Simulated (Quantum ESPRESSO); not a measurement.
# Moving one atom in Mg4S3Cl

These are calculations, not measurements. They come from pw.x of Quantum ESPRESSO 7.5, a plane-wave density functional program, with PseudoDojo standard norm-conserving files (v0.5 for PBE, v0.4.1 for LDA and PBEsol). The cells are made up: elements, strain and atom displacements were drawn at random, and nothing was relaxed. There is no spin polarisation, spin-orbit coupling or dispersion term.

The cell has 8 sites of a wurtzite lattice (rectangular cell). Sites 1 to 4 hold Mg Mg Mg Mg; sites 5 to 8 hold S Cl S S. Cell vectors in Å: (4.141, -0.049, -0.054); (-0.085, 7.013, -0.046); (-0.088, -0.043, 6.585). Settings: PBE, cutoff 1143 eV, 6 x 6 x 6 k mesh shifted by half a step, Fermi-Dirac smearing of 0.1 eV.

Each run shifts the Cl atom on site 6 along y and leaves all else fixed. Site 3 is one of its nearest neighbours. E is the free energy of the cell above the lowest run shown.

| run | shift (Å) | Fy on site 6 (eV/Å) | Fy on site 3 (eV/Å) | P (GPa) | E (meV) |
| --- | --- | --- | --- | --- | --- |
| 1 | -0.1579 | 0.706 | -1.181 | 2.81 | 77.2 |
| 3 | -0.0433 | 0.314 | -0.760 | 2.61 | 20.7 |
| 4 | 0.0314 | 0.136 | -0.579 | 2.57 | 4.3 |
| 5 | 0.0824 | 0.038 | -0.486 | 2.57 | 0.0 |
| 6 | 0.1280 | -0.038 | -0.421 | 2.58 | 0.1 |
| 7 | 0.1535 | -0.077 | -0.390 | 2.60 | 1.6 |
| 2 | -0.1276 | ? | ? | ? | ? |

A rerun of one of these cells at 1437 eV and k mesh 8 x 8 x 8 moved values by no more than 0.003 eV in the cell's energy, 0.05 GPa in stress and 0.008 eV/Å in force.

## Worked fit

A parabola through the six runs shown gives Fy on site 6 = 0.207 - 2.47 u + 4.3 u² eV/Å, with u in Å and a scatter of 0.007 eV/Å. Minus the slope, 2.47 ± 0.15 eV/Å², is this atom's force constant along y at u = 0, with its periodic images moving too. The fitted force vanishes at u = 0.102 Å, where the energy should be lowest along this line. The error is the larger of the fit's own and the change that a cubic makes, rounded up.

## Withheld run

Question: what Fy on site 6 should run 2 give?

The fit gives 0.592 eV/Å. The calculation gave 0.584 eV/Å.

| run | shift (Å) | Fy on site 6 (eV/Å) | Fy on site 3 (eV/Å) | P (GPa) | E (meV) |
| --- | --- | --- | --- | --- | --- |
| 2 | -0.1276 | 0.584 | -1.049 | 2.74 | 57.8 |